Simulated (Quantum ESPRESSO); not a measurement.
# Band energies of GaP at +1 % isotropic strain

```
CELL_PARAMETERS angstrom
      0.00000     2.74717     2.74717
      2.74717     0.00000     2.74717
      2.74717     2.74717     0.00000
ATOMIC_POSITIONS crystal
  P  0.75000 0.75000 0.75000
  Ga 0.00000 0.00000 0.00000
```

PBEsol (pw.x of Quantum ESPRESSO, ONCV potentials, no spin-orbit coupling); path ΓXWKΓLUWLK,UX; energies in eV from the valence-band maximum.

```
k (1/Å)  point  band 5  band 6  band 7  band 8  band 9  band 10  band 11  band 12
-------  -----  ------  ------  ------  ------  ------  -------  -------  -------
0.00         Γ  -14.44  -12.34    0.00    0.00    0.00     1.54     3.83     3.83
0.34            -14.44  -11.97   -2.01   -0.84   -0.84     2.80     3.47     5.08
0.80            -14.43  -10.47   -5.27   -2.26   -2.26     1.62     2.65     8.32
1.14         X  -14.42   -9.46   -6.69   -2.63   -2.63     1.57     1.74    10.34
1.26            -14.43   -9.45   -6.67   -2.73   -2.71     1.77     1.94     9.81
1.72         W  -14.44   -9.37   -6.49   -3.51   -3.36     4.59     4.72     5.94
2.12         K  -14.43   -9.50   -6.49   -3.87   -2.21     2.09     4.67     8.07
2.52            -14.44  -10.51   -5.37   -3.34   -1.18     3.04     5.56     5.75
2.93            -14.44  -11.83   -2.79   -1.32   -0.26     2.84     4.19     4.32
3.33         Γ  -14.44  -12.34    0.00    0.00    0.00     1.54     3.83     3.83
3.73            -14.44  -11.85   -3.00   -0.48   -0.48     2.15     4.51     4.51
4.03            -14.44  -10.97   -5.39   -0.92   -0.92     1.69     4.73     4.73
4.32         L  -14.44  -10.34   -6.56   -1.09   -1.09     1.51     4.65     4.65
4.42            -14.44  -10.31   -6.54   -1.36   -1.14     1.77     4.56     4.76
4.82            -14.44   -9.77   -6.34   -3.66   -1.89     2.44     5.49     6.88
5.02         U  -14.43   -9.50   -6.49   -3.87   -2.21     2.09     4.67     8.07
5.23            -14.43   -9.44   -6.48   -3.76   -2.75     3.07     4.73     6.82
5.43         W  -14.44   -9.37   -6.49   -3.51   -3.36     4.59     4.72     5.94
5.63            -14.44   -9.57   -6.37   -3.72   -2.70     3.99     4.64     5.93
5.93            -14.44  -10.10   -6.42   -2.59   -1.56     2.87     4.22     5.72
6.24         L  -14.44  -10.34   -6.56   -1.09   -1.09     1.51     4.65     4.65
6.32            -14.44  -10.32   -6.54   -1.30   -1.13     1.71     4.58     4.73
6.67            -14.44   -9.88   -6.34   -3.40   -1.76     2.56     5.26     6.44
6.94         K  -14.43   -9.50   -6.49   -3.87   -2.21     2.09     4.67     8.07
6.94         U  -14.43   -9.50   -6.49   -3.87   -2.21     2.09     4.67     8.07
7.34         X  -14.42   -9.46   -6.69   -2.63   -2.63     1.57     1.74    10.34
```

The PBEsol gap is indirect, 1.51 eV, from Γ to L; the smallest direct gap is 1.54 eV. Another conduction extremum on the path lies within 0.02 eV, too close to call.

Spin-orbit splittings are left out.

Geometry strained from the cell relaxed with PBEsol, atoms relaxed again.
